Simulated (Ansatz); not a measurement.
# Na: energy along a strain

Na, Im-3m, a = 4.235 Å (as given, not relaxed at this level: -0.3 GPa). Ansatz: PBEsol, PAW, 420 eV, Γ-centred 16×16×16 mesh on 1 atom, Gaussian smearing 0.15 eV; no spin polarisation. Cell vectors (Å): -2.118 2.118 2.118; 2.118 -2.118 2.118; 2.118 2.118 -2.118. The cell is strained by x per cent times the pattern (0 0 0 0 1 0) in the order xx yy zz yz xz xy (engineering shears), with fractional coordinates held. y is the free energy over the start, V0 = 37.978 Å³/atom. Symmetry makes y even in x. Points with a strain past 8.5 % were computed too (2) and aren't used here.

```tsv
x (%)	y (meV/atom)
-5.00	1.80
0.00	0.00
1.25	0.11
2.50	0.45
3.75	1.01
6.25	2.83
7.50	?
```

Fit y = c2 x² + c4 x⁴ to the other rows, get the stiffness along the pattern, and predict the missing energy.

Least squares on the rows shown. y = 0.07142 x² + 2.586×10⁻⁵ x⁴. The clamped-ion stiffness p·C·p = 2 × 0.7142 eV × 160.2 / 37.978 Å³ = 6.0 GPa, which is C55 in these axes (C44 of the cubic crystal) (second derivative at the start, which stands under stress). At x = 7.50 the fit asked for gives 4.10 meV/atom. The run gave 4.08 meV/atom, so the fit is 0.02 meV/atom too high, a small miss on the scale of the series.